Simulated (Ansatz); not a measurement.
SiO2 (alpha-quartz type, space group P3_121)

```
SiO2
1.0
    4.94845     0.00000     0.00000
   -2.47422     4.28548     0.00000
    0.00000     0.00000     5.44126
Si O
3 6
Cartesian
  2.32712   0.00000   4.53438
 -1.16356   2.01534   0.90688
  1.31067   2.27014   2.72063
  1.38032   1.14468   3.88846
  3.26697   0.62305   0.26096
  2.77538   2.51775   2.07471
 -1.09390   3.14081   5.18030
  0.30116   1.76773   1.55280
  0.79275   3.66243   3.36655
```

The slice is a (1 -1 0 0) plane (indices of the conventional cell) through the point (0.588, 0.855, 0.619) (fractional), spanned by u = [110] and v = [001] in vectors of this cell: u (4.95 Å) and v (5.44 Å, at 90° to u). It covers one period; positions are fractions (u, v).

Calculation: PBEsol (plane waves to 420 eV, PAW, scalar-relativistic; Ansatz, a first-principles code). k mesh 8×8×6. Inside the PAW spheres the values are not all-electron values, and peaks at nuclei hang on which shells count as valence. SiO2 was relaxed with its symmetry unable to fall. The PAW data are Ansatz's earlier set.

Three fields on this plane, each scaled to ten steps between its own extremes (0 low, 9 high; the total valence density on a logarithmic scale, the potential cut 8 eV below its top; x marks points blanked near nuclei; v = 0 in the bottom row):

Map A
```
|xxxx9985200000000000124689xxx|
|xxxx9975100000000000113689xxx|
|xxx998631000000111111124689xx|
|x9998751000000123333211247899|
|88887520000002345555431124678|
|77664200000013566777643112356|
|44321000000135678888764211123|
|111000000002467899x8876421011|
|0000000000024789xxxxx87531000|
|0000000000025799xxxxx88642000|
|0000011100024799xxxxx98642000|
|0001233211113689xxxxx98642000|
|00246665421125899xxx987531000|
|02578887642113689999876420000|
|14689998864212468887653210000|
|25799999986421245665421000000|
|26899xxx997531123332110000000|
|36899xxxx98642111111100000000|
|25799xxxx98742111111100000001|
|247899xx998642100111111100001|
|13578999987631000111111110000|
|12356788876521000011111110001|
|11224566665310000001111101111|
|21111233433100000000000001122|
|43211111111000000000000011234|
|76531100000000000000000013467|
|98764210000000000000000125688|
|x9986421000000000000001246899|
|xxx987420000000000000013688xx|
|xxxx9863100000000000013578xxx|
|xxxx9975200000000000014689xxx|
|xxxxx98520000000000012468xxxx|
```

Map B
```
|xxxx6210000000000000000137xxx|
|xxxx4210000000000000000135xxx|
|xxx531000000000000000001247xx|
|x6431100000000000000000012357|
|32210000000000001110000001123|
|11100000000000112221100000011|
|00000000000001234432110000000|
|000000000000113467x4321000000|
|0000000000001236xxxxx32100000|
|0000000000001245xxxxx53100000|
|0000000000001134xxxxx74210000|
|0000000000000111xxxxx74210000|
|00000000000000000xxx753110000|
|00001111000000000124432100000|
|00012222110000000012211000000|
|00123454321000000001100000000|
|00124xxx642100000000000000000|
|00125xxxx63210000000000000000|
|00125xxxx74210000000000000000|
|000247xx964210000000000000000|
|00012578753100000000000000000|
|00001244432100000000000000000|
|00000112211000000000000000000|
|00000001100000000000000000000|
|00000000000000000000000000000|
|11100000000000000000000000011|
|33210000000000000000000000123|
|x7531000000000000000000001246|
|xxx631000000000000000000124xx|
|xxxx5210000000000000000013xxx|
|xxxx6310000000000000000125xxx|
|xxxxx31000000000000000013xxxx|
```

Map C
```
|xxxx0799999999888765433210xxx|
|xxxx2799999999887765322100xxx|
|xxx078999999998877643210000xx|
|x0178999999999887764321000100|
|56789999999988887654321112234|
|67899999998888776544332223345|
|78899999988877654323333334456|
|889999998877664300x0033445567|
|8899999887665420xxxxx14556677|
|8999999877543100xxxxx04567778|
|8999999876431000xxxxx04677788|
|9999998875310000xxxxx05678888|
|99999987653000000xxx035788889|
|99999876542000000000146788899|
|99988765532000000000246788889|
|99886200232000000000356788888|
|88772xxx023100000002467788888|
|77760xxxx04210000013567777777|
|77650xxxx25432101234677777776|
|555530xx056654333456677776655|
|44445423567766555567777766544|
|23344566778877766777887765432|
|11234567888888878888887765321|
|00134577889998888888887754310|
|00124577899999999988887654310|
|00124577899999999998887654310|
|00124678899999999988887664310|
|x0024678899999999888877654200|
|xxx046789999999998887766530xx|
|xxxx0688999999998877766540xxx|
|xxxx0689999999988876655430xxx|
|xxxxx68999999998876654432xxxx|
```

### Question
Assign the maps to these fields: density of the highest valence band (whole band, smooth part); electron localisation function (ELF); electrostatic potential energy of an electron, from the cell's mean.

### Answer
A is the electron localisation function (ELF); B is the density of the highest valence band (whole band, smooth part); C is the electrostatic potential energy of an electron, from the cell's mean.
